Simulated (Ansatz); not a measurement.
MnO (rock salt)

```xyz
2
Lattice="0.0000 2.2251 2.2251 2.2251 0.0000 2.2251 2.2251 2.2251 0.0000" Properties=species:S:1:pos:R:3 pbc="T T T"
O      0.0000     0.0000     0.0000
Mn     2.2251     2.2251     2.2251
```

The slice is a {100} plane (indices of the conventional cell) through the point (0.500, 0.500, 0.500) (fractional), spanned by u = [100] and v = [0 1 -1] in vectors of this cell: u (3.15 Å) and v (3.15 Å, at 90° to u). It covers one period; positions are fractions (u, v).

All values below come from r2SCAN (plane waves to 500 eV, PAW, scalar-relativistic; Ansatz, a first-principles code). k mesh 13×13×13. These are valence fields of a PAW run, semicore shells included where kept as valence: close to a nucleus they are smooth pseudo fields. At this level the bands of MnO touch or barely overlap; measurements give the solid a gap. MnO is run spin-polarised and with no Hubbard U; the real compound is an antiferromagnetic insulator, a state that this run doesn't describe. MnO was relaxed with its symmetry unable to fall. Relaxed MnO ends ferromagnetic. Other magnetic orders were not checked, so this need not be the ground state.

Three fields on this plane, each scaled to ten steps between its own extremes (0 low, 9 high; the total valence density on a logarithmic scale, the potential cut 8 eV below its top; x marks points blanked near nuclei; v = 0 in the bottom row):

Map A
```
|xxxxxxxxxx0357889887530xxxxxxxxx|
|xxxxxxxxx003578999875300xxxxxxxx|
|xxxxxxxxx014678999876410xxxxxxxx|
|xxxxxxxxx025789999987520xxxxxxxx|
|xxxxxxxx01467899999876410xxxxxxx|
|xxxxxxx0035688999998865300xxxxxx|
|xxxxxx002467888xxx888764200xxxxx|
|xxxxx0024567xxxxxxxxx7654200xxxx|
|xx000134667xxxxxxxxxxx766431000x|
|0001245667xxxxxxxxxxxxx766542100|
|233456677xxxxxxxxxxxxxxx77665433|
|55566788xxxxxxxxxxxxxxxxx8876655|
|77778888xxxxxxxxxxxxxxxxx8888777|
|88889999xxxxxxxxxxxxxxxxx9999888|
|8899999xxxxxxxxxxxxxxxxxxx999998|
|9899999xxxxxxxxxxxxxxxxxxx999998|
|8899999xxxxxxxxxxxxxxxxxxx999998|
|88889999xxxxxxxxxxxxxxxxx9999888|
|77778888xxxxxxxxxxxxxxxxx8888777|
|55566788xxxxxxxxxxxxxxxxx8876655|
|233456677xxxxxxxxxxxxxxx77665433|
|0001245667xxxxxxxxxxxxx766542100|
|xx000134667xxxxxxxxxxx766431000x|
|xxxxx0024567xxxxxxxxx7654200xxxx|
|xxxxxx002467888xxx888764200xxxxx|
|xxxxxxx0035688999998865300xxxxxx|
|xxxxxxxx01467899999876410xxxxxxx|
|xxxxxxxxx025789999987520xxxxxxxx|
|xxxxxxxxx014678999876410xxxxxxxx|
|xxxxxxxxx003578999875300xxxxxxxx|
|xxxxxxxxxx0357889887530xxxxxxxxx|
|xxxxxxxxxx0357888887530xxxxxxxxx|
```

Map B
```
|xxxxxxxxxx6421000001246xxxxxxxxx|
|xxxxxxxxx963210000012369xxxxxxxx|
|xxxxxxxxx853110000011358xxxxxxxx|
|xxxxxxxxx642100000001246xxxxxxxx|
|xxxxxxxx85310000000001358xxxxxxx|
|xxxxxxx8532100000000012358xxxxxx|
|xxxxxx853210000xxx000012358xxxxx|
|xxxxx8532100xxxxxxxxx0012358xxxx|
|xx986532100xxxxxxxxxxx001235689x|
|6665432100xxxxxxxxxxxxx001234566|
|443321100xxxxxxxxxxxxxxx00112334|
|22211000xxxxxxxxxxxxxxxxx0001122|
|11110000xxxxxxxxxxxxxxxxx0000111|
|00000000xxxxxxxxxxxxxxxxx0000000|
|0000000xxxxxxxxxxxxxxxxxxx000000|
|0000000xxxxxxxxxxxxxxxxxxx000000|
|0000000xxxxxxxxxxxxxxxxxxx000000|
|00000000xxxxxxxxxxxxxxxxx0000000|
|11110000xxxxxxxxxxxxxxxxx0000111|
|22211000xxxxxxxxxxxxxxxxx0001122|
|443321100xxxxxxxxxxxxxxx00112334|
|6665432100xxxxxxxxxxxxx001234566|
|xx986532100xxxxxxxxxxx001235689x|
|xxxxx8532100xxxxxxxxx0012358xxxx|
|xxxxxx853210000xxx000012358xxxxx|
|xxxxxxx8532100000000012358xxxxxx|
|xxxxxxxx85310000000001358xxxxxxx|
|xxxxxxxxx642100000001246xxxxxxxx|
|xxxxxxxxx853110000011358xxxxxxxx|
|xxxxxxxxx963210000012369xxxxxxxx|
|xxxxxxxxxx6421000001246xxxxxxxxx|
|xxxxxxxxxx6421000001246xxxxxxxxx|
```

Map C
```
|xxxxxxxxxx0000000000000xxxxxxxxx|
|xxxxxxxxx100000000000001xxxxxxxx|
|xxxxxxxxx100001111100001xxxxxxxx|
|xxxxxxxxx000112333211000xxxxxxxx|
|xxxxxxxx10012345554321001xxxxxxx|
|xxxxxxx1001246788876421001xxxxxx|
|xxxxxx100124789xxx987421001xxxxx|
|xxxxx1001247xxxxxxxxx7421001xxxx|
|xx110001258xxxxxxxxxxx852100011x|
|1000001248xxxxxxxxxxxxx842100000|
|000001247xxxxxxxxxxxxxxx74210000|
|00001247xxxxxxxxxxxxxxxxx7421000|
|00001368xxxxxxxxxxxxxxxxx8631000|
|00012479xxxxxxxxxxxxxxxxx9742100|
|0001358xxxxxxxxxxxxxxxxxxx853100|
|0001358xxxxxxxxxxxxxxxxxxx853100|
|0001358xxxxxxxxxxxxxxxxxxx853100|
|00012479xxxxxxxxxxxxxxxxx9742100|
|00001368xxxxxxxxxxxxxxxxx8631000|
|00001247xxxxxxxxxxxxxxxxx7421000|
|000001247xxxxxxxxxxxxxxx74210000|
|1000001248xxxxxxxxxxxxx842100000|
|xx110001258xxxxxxxxxxx852100011x|
|xxxxx1001247xxxxxxxxx7421001xxxx|
|xxxxxx100124789xxx987421001xxxxx|
|xxxxxxx1001246788876421001xxxxxx|
|xxxxxxxx10012345554321001xxxxxxx|
|xxxxxxxxx000112333211000xxxxxxxx|
|xxxxxxxxx100001111100001xxxxxxxx|
|xxxxxxxxx100000000000001xxxxxxxx|
|xxxxxxxxxx0000000000000xxxxxxxxx|
|xxxxxxxxxx1000000000001xxxxxxxxx|
```

Assign the maps to these fields: electron localisation function (ELF); spin density, up minus down; electrostatic potential energy of an electron, from the cell's mean.

A is the electrostatic potential energy of an electron, from the cell's mean; B is the spin density, up minus down; C is the electron localisation function (ELF).
